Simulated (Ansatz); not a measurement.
Ti (hcp, Mg type)

```
Ti
1.0
    2.93627     0.00000     0.00000
   -1.46813     2.54288     0.00000
    0.00000     0.00000     4.63716
Ti
2
Direct
  0.33333   0.66667   0.75000
  0.66667   0.33333   0.25000
```

The slice is a (1 -1 0 0) plane (indices of the conventional cell) through the point (0.333, 0.667, 0.750) (fractional), spanned by u = [110] and v = [001] in vectors of this cell: u (2.94 Å) and v (4.64 Å, at 90° to u). It covers one period; positions are fractions (u, v).

The numbers are results of r2SCAN (plane waves to 500 eV, PAW, scalar-relativistic; Ansatz, a first-principles code), not measurements. k mesh 18×18×10. Inside the PAW spheres the values are not all-electron values, and peaks at nuclei hang on which shells count as valence. The PAW data are Ansatz's earlier set. Ti is run without spin polarisation. Ti was relaxed with its symmetry unable to fall.

What is the ELF at the midpoint of the shortest Ti–Ti line in this plane (2.94 Å)?

0.28.

What is the valence density on the shortest Ti–Ti line in this plane (2.94 Å), at its midpoint?

0.19 e/Å³.

Sketch the valence electron density on this plane as a map.


```
|@@@@@@##++--..          ..--++##@@@@|
|@@@@%%##++::..          ..::++##%%@@|
|%%##**++--::              ::--++**##|
|**++++--::..              ..::--++++|
|----::....                  ....::--|
|......                          ....|
|                                    |
|                                    |
|                                    |
|                                    |
|              ..........            |
|            ....::::::....          |
|          ....::::--::::....        |
|          ....::------::....        |
|          ....::::--::::....        |
|            ....::::::....          |
|              ..........            |
|                                    |
|                                    |
|                                    |
|                                    |
|......                          ....|
|----::....                  ....::--|
|**++++--::..              ..::--++++|
|%%##**++--::              ::--++**##|
|@@@@%%##++::..          ..::++##%%@@|
|@@@@@@##++--..          ..--++##@@@@|
|@@@@@@%%**--..          ..--**%%@@@@|
```
Scale: ten equal steps from -0.74 (start of ' ') to 1.08 (end of '@'), in the order ' .:-=+*#%@'. Values: log₁₀ of the valence density in e/Å³. The map has 18 points along u (two characters each, u = 0 at the left) and 28 along v (v = 0 in the bottom row). The scale is logarithmic, as a density can span decades between atoms and voids.
